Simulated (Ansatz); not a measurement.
Lu:
```
Lu
1.0
    3.50387     0.00000     0.00000
   -1.75194     3.03444     0.00000
    0.00000     0.00000     5.45544
Lu
2
Cartesian
  0.00000   2.02296   4.09158
  1.75194   1.01148   1.36386
```

Relaxed with r²SCAN. Special points in fractions of this cell's reciprocal vectors: Γ (0.000, 0.000, 0.000); M (0.500, 0.000, 0.000); K (0.333, 0.333, 0.000); A (0.000, 0.000, 0.500); L (0.500, 0.000, 0.500); H (0.333, 0.333, 0.500).

Task: List the band energies nearest the Fermi level at these points for the program Ansatz at the r²SCAN level (PAW).

Result: In eV from the Fermi level; about four levels below and three above (degenerate sets whole), none deeper than 8.9 eV; points with the same levels are listed once.

```json
[
 {"k": "Γ", "below": "-4.89 -4.89 -4.87 -4.86 -2.40", "above": "0.57 2.45 2.45"},
 {"k": "M", "below": "-2.39 -1.43 -0.83 -0.44", "above": "1.75 2.10 2.64"},
 {"k": "K", "below": "-1.04 -1.04 -0.73 -0.62", "above": "1.46 1.46 2.99"},
 {"k": "A", "below": "-4.87 -4.87 -4.54 -4.54", "above": "1.38 1.38 2.36 2.36 2.36 2.36"},
 {"k": "L", "below": "-4.89 -4.89 -4.89 -4.89 -2.11 -2.11", "above": "0.09 0.09 1.47 1.47"},
 {"k": "H", "below": "-0.51 -0.51 -0.46 -0.46", "above": "0.33 0.33 3.74 3.74"}
]
```

Space group P6_3/mmc (hcp (Mg type)). The cell was relaxed with r²SCAN under the symmetry of its start. Spin–orbit coupling is left out wherever it is not named.

Potentials: the later of the program's two PAW sets.
